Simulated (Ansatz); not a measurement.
Lu (diamond): energy against volume

These are results of Ansatz 0.2.0, DFT, PBEsol, plane waves (420 eV) with PAW, scalar-relativistic, not measurements. (PAW data from PBE, frozen cores regenerated.)

The cell is scaled uniformly from the relaxed one, with fractional coordinates and shape fixed. Energies are extrapolated to zero smearing, pressures are those at the given smearing. Magnetic state: spin not included.

A Birch-Murnaghan fit gives V₀ = 45.88 Å³/atom, B₀ = 11.1 GPa, B₀′ = 0.2.

What are the energy above the minimum and the pressure at 40.644 Å³/atom?

21.3 meV/atom and 1.41 GPa as computed.

What are the energy above the minimum and the pressure at 48.033 Å³/atom?

3.5 meV/atom and -0.40 GPa as computed.

What are the energy above the minimum and the pressure at 51.728 Å³/atom?

24.2 meV/atom and -1.17 GPa as computed.
